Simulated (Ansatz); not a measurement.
The start is a relaxed Au cell displaced along its unstable phonon at q = (0, 0, ½) of its primitive reciprocal cell (17i cm⁻¹), largest move 0.15 Å. The cell and all atomic positions are relaxed at zero pressure with PBEsol (plane waves to 420 eV, PAW, scalar-relativistic; Ansatz, a quantum-chemistry and plane-wave program). First-step values are on the input's coarse k-mesh.

Ansatz input (later rounds restart from its end on a renewed k-mesh):
Ansatz 0.2 input:
```yaml
crystal:
  lattice:
    - [2.7699784224, 0, 0]
    - [-1.3849892112, 2.3988716817, 0]
    - [0, 0, 5.503789722]
  atoms:
    - { symbol: Au, position: [0.0312646986, 0.0625293971, 0] }
    - { symbol: Au, position: [-0.0312646986, -0.0625293971, 0.5] }
basis: { ecutwfc: 420, ecutrho_ratio: 4, xc_grid: 2, fft_grid_basis: typed }
kpoints: { mp_grid: { grid: [13, 13, 6] } }
hamiltonian:
  xc: pbesol
  dispersion: none
  pseudopotentials: { kind: paw }
scf: { occupations: { method: fermi_dirac, width: 0.05 } }
relax: { f_tol: 0.01, max_steps: 100, cell: { stress_tol: 0.02 } }
output: { forces: true, stress: true }
```

Task: How much energy is released per atom?

Result: 0.11 eV/atom.

Task: Does it find its way back to the structure it was made from?

Result: It does not go back: it reaches P6₃/mmc (No. 194), hcp (Mg type), 0.10 eV/atom below the parent.

Task: How do the shortest distances between atoms change?

Result: The closest pairs of elements (up to four, under 3.6 Å), start → end: Au–Au 2.77 → 2.86 Å.

Task: What band gap does the relaxed structure have at this level?

Result: No gap (metallic).

Final values are on a 19×19×10 k-mesh of the relaxed cell. No spin polarisation in the result.

The run could not lose the symmetry of its start, so the end can be a saddle point.

The relaxed structure here is a generated cell of Au: the first start was made by placing the elements on the sites of a structure type, and the end was not matched to a known phase here, so it may be hypothetical. Known forms of Au include space group No. 225.
